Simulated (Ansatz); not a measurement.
Data:

SiB₂Mo₂:
```yaml
crystal:
  lattice:
    - [1.52727, -5.52768, 0.00000]
    - [1.52727, 5.52768, 0.00000]
    - [0.00000, 0.00000, 3.13436]
  atoms:
    - { symbol: Si, position: [0.00000, 0.00000, 0.00000] }
    - { symbol: Mo, position: [0.36339, 0.63661, 0.50000] }
    - { symbol: Mo, position: [0.63661, 0.36339, 0.50000] }
    - { symbol: B, position: [0.20626, 0.79374, 0.00000] }
    - { symbol: B, position: [0.79374, 0.20626, 0.00000] }
```

This is the r²SCAN-relaxed structure.

**Question.** All from the program Ansatz at the r²SCAN level (PAW), unless another level is named. Estimate the electronic character.

**Answer.** metallic (no gap).

**Question.** Next, the formation energy from the elements (no fitted shifts)?

**Answer.** -0.34 eV/atom.

**Question.** And the density of states at the Fermi level?

**Answer.** 0.23 states/eV per atom (mean over ±0.08 eV).

Space group Cmmm. The start of the workflow was typed in or built on a structure type; neither database checked (COD, Materials Project) lists it. Whether it is the stable phase at ambient conditions was not checked. Symmetry was held in the r²SCAN relaxation; its stability against distortions is not shown here. The run is not spin-polarised. The references are the lowest solids computed at this level, not always the standard phases. Scalar-relativistic: spin–orbit coupling is off unless named, which matters more the heavier the elements.

Potentials: the later of the program's two PAW sets.
